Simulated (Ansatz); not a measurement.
A relaxation computed with Ansatz, from input to last step.

```yaml
crystal:
  lattice:
    - [4.214708019, 0.0, 0.0]
    - [-2.1073540095, 3.650044214, 0.0]
    - [0.0, 0.0, 3.6342670779]
  atoms:
    - { symbol: Sc, position: [0.0, 1.0, 0.0] }
    - { symbol: Si, position: [0.3333333333, 0.6666666667, 0.5] }
    - { symbol: Si, position: [0.6666666667, 0.3333333333, 0.5] }
    - { symbol: H, position: [0.3333333333, 0.6666666667, 0.0] }
    - { symbol: H, position: [0.6666666667, 0.3333333333, 0.0] }
basis:
  ecutwfc: 500
kpoints:
  mp_grid: { grid: [12, 12, 8] }
hamiltonian:
  xc: r2scan
scf:
  occupations: { method: gaussian, width: 0.1 }
output:
  forces: true
  stress: true
  eigenvalues: true
relax:
  adjacent_minimum: "off"
  f_tol: 0.025
  max_steps: 70
  cell: { stress_tol: 0.12 }
```

```bash
ansatz run input.yaml --threads 2 --pin off --max-ram 5120MiB --backend cpu --events-out ev --progress --plain --runs-dir out
```

Computed with DFT r2SCAN, scalar-relativistic, plane waves, PAW (Ansatz 0.2.0).

Of 6 frames 6 are shown, positions in Å and forces in eV/Å; the SCF threshold varies from step to step. Steps run on the plane waves of an earlier cell, with a Pulay correction in the pressure. The basis is chosen afresh for the last frame, the zero of the energies, and can be on the way; energy and pressure step there, also at an unchanged geometry.

```xyz
5
Lattice="4.2147 0.0000 0.0000 -2.1074 3.6500 0.0000 0.0000 0.0000 3.6343" Properties=species:S:1:pos:R:3:forces:R:3 pbc="T T T" step=1 free_energy_over_end_meV_per_atom=17.48 pressure_GPa=-0.04
Sc   -2.1074    3.6500    0.0000    0.0000    0.0000    0.0000
Si    0.0000    2.4334    1.8171    0.0000    0.0000    0.0000
Si    2.1074    1.2167    1.8171    0.0000    0.0000    0.0000
H     0.0000    2.4334    0.0000    0.0000    0.0000    0.0000
H     2.1074    1.2167    0.0000    0.0000    0.0000    0.0000
5
Lattice="4.1771 0.0000 0.0000 -2.0885 3.6175 0.0000 0.0000 0.0000 3.6999" Properties=species:S:1:pos:R:3:forces:R:3 pbc="T T T" step=2 free_energy_over_end_meV_per_atom=9.28 pressure_GPa=-0.47
Sc   -2.0885    3.6175    0.0000    0.0000    0.0000    0.0000
Si    0.0000    2.4116    1.8499    0.0000    0.0000    0.0000
Si    2.0885    1.2058    1.8499    0.0000    0.0000    0.0000
H     0.0000    2.4116    0.0000    0.0000    0.0000    0.0000
H     2.0885    1.2058    0.0000    0.0000    0.0000    0.0000
5
Lattice="3.9992 0.0000 0.0000 -1.9996 3.4635 0.0000 0.0000 0.0000 3.8758" Properties=species:S:1:pos:R:3:forces:R:3 pbc="T T T" step=3 free_energy_over_end_meV_per_atom=4.38 pressure_GPa=3.27
Sc   -1.9996    3.4635    0.0000    0.0000    0.0000    0.0000
Si    0.0000    2.3090    1.9379    0.0000    0.0000    0.0000
Si    1.9996    1.1545    1.9379    0.0000    0.0000    0.0000
H     0.0000    2.3090    0.0000    0.0000    0.0000    0.0000
H     1.9996    1.1545    0.0000    0.0000    0.0000    0.0000
5
Lattice="4.0868 0.0000 0.0000 -2.0434 3.5393 0.0000 0.0000 0.0000 3.8559" Properties=species:S:1:pos:R:3:forces:R:3 pbc="T T T" step=4 free_energy_over_end_meV_per_atom=0.28 pressure_GPa=-0.71
Sc   -2.0434    3.5393    0.0000    0.0000    0.0000    0.0000
Si    0.0000    2.3595    1.9280    0.0000    0.0000    0.0000
Si    2.0434    1.1798    1.9280    0.0000    0.0000    0.0000
H     0.0000    2.3595    0.0000    0.0000    0.0000    0.0000
H     2.0434    1.1798    0.0000    0.0000    0.0000    0.0000
5
Lattice="4.0721 0.0000 0.0000 -2.0361 3.5265 0.0000 0.0000 0.0000 3.8540" Properties=species:S:1:pos:R:3:forces:R:3 pbc="T T T" step=5 free_energy_over_end_meV_per_atom=0.04 pressure_GPa=-0.01
Sc   -2.0361    3.5265    0.0000    0.0000    0.0000    0.0000
Si    0.0000    2.3510    1.9270    0.0000    0.0000    0.0000
Si    2.0361    1.1755    1.9270    0.0000    0.0000    0.0000
H     0.0000    2.3510    0.0000    0.0000    0.0000    0.0000
H     2.0361    1.1755    0.0000    0.0000    0.0000    0.0000
5
Lattice="4.0721 0.0000 0.0000 -2.0361 3.5265 0.0000 0.0000 0.0000 3.8540" Properties=species:S:1:pos:R:3:forces:R:3 pbc="T T T" step=6 free_energy_over_end_meV_per_atom=0.00 pressure_GPa=-0.01
Sc   -2.0361    3.5265    0.0000    0.0000    0.0000    0.0000
Si    0.0000    2.3510    1.9270    0.0000    0.0000    0.0000
Si    2.0361    1.1755    1.9270    0.0000    0.0000    0.0000
H     0.0000    2.3510    0.0000    0.0000    0.0000    0.0000
H     2.0361    1.1755    0.0000    0.0000    0.0000    0.0000
```

The run took 35 s on 2 threads of Intel(R) Xeon(R) Platinum 8259CL CPU @ 2.50GHz (Skylake/Cascade Lake), with other jobs on the host, peak memory 0.61 GiB.